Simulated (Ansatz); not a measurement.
## Two-dimensional SnO, first-principles data

SnO:
```yaml
crystal:
  lattice:
    - [3.76363, 0.00000, 0.00000]
    - [0.00000, 3.76363, 0.00000]
    - [0.00000, 0.00000, 31.00000]
  atoms:
    - { symbol: Sn, position: [0.50000, 0.00000, 0.53784] }
    - { symbol: Sn, position: [0.00000, 0.50000, 0.46216] }
    - { symbol: O, position: [0.50000, 0.50000, 0.50000] }
    - { symbol: O, position: [0.00000, 0.00000, 0.50000] }
```
Free-standing layer in the xy plane with vacuum along z and no interaction between images.

Method: DFT-r²SCAN+D4 in the program Ansatz with PAW potentials. Lattice and atoms are relaxed at this level; other levels are named.

### Structure

```
Item                                                  Result
-----------------------------------------------  -----------
In-plane lattice                                 a = 3.764 Å
Distance between the outermost nuclei                 2.35 Å
Exfoliation energy from the relaxed bulk parent    26 meV/Å²
```

### Electronic structure

```
Property                                                                                                                                   Value
-------------------------------------------------------------------------------------------------------  ---------------------------------------
Band gap                                                                                                                      3.44 eV (indirect)
Valence-band maximum                                                                                     on the M–Γ line, 59 % of the way from M
Conduction-band minimum                                                                                  on the M–Γ line, 24 % of the way from M
Ionisation potential (Kohn–Sham)                                                                                                         5.81 eV
Electron affinity (Kohn–Sham)                                                                                                            2.36 eV
Electron effective mass, in the valley on the M–Γ line, 24 % of the way from M                                    1.0 along x, 0.94 along y (mₑ)
Hole effective mass, in the valley on the M–Γ line, 59 % of the way from M                                         4.8 along x, 4.2 along y (mₑ)
Electron effective mass with spin–orbit coupling, in the valley on the M–Γ line, 24 % of the way from M           1.0 along x, 0.95 along y (mₑ)
Hole effective mass with spin–orbit coupling, in the valley on the M–Γ line, 59 % of the way from M                4.9 along x, 4.2 along y (mₑ)
Gap with spin–orbit coupling                                                                                                             3.43 eV
HSE06 gap on the r²SCAN+D4 cell                                                                                                          3.99 eV
HSE06 ionisation potential                                                                                                               6.12 eV
```

### Charges

```
Quantity                     Value
-------------  -------------------
Bader charges  Sn +1.34, O -1.34 e
```

Space group P4/nmm (square). The layer was cut from a bulk entry of the Materials Project (measured or hypothetical); whether that bulk phase is the ambient one, and whether the layer has been isolated, was not checked. Symmetry was held in the r²SCAN+D4 relaxation; its stability against distortions is not shown here. Scalar-relativistic: spin–orbit coupling is off unless named, which matters more the heavier the elements.

Potentials: the later of the program's two PAW sets.
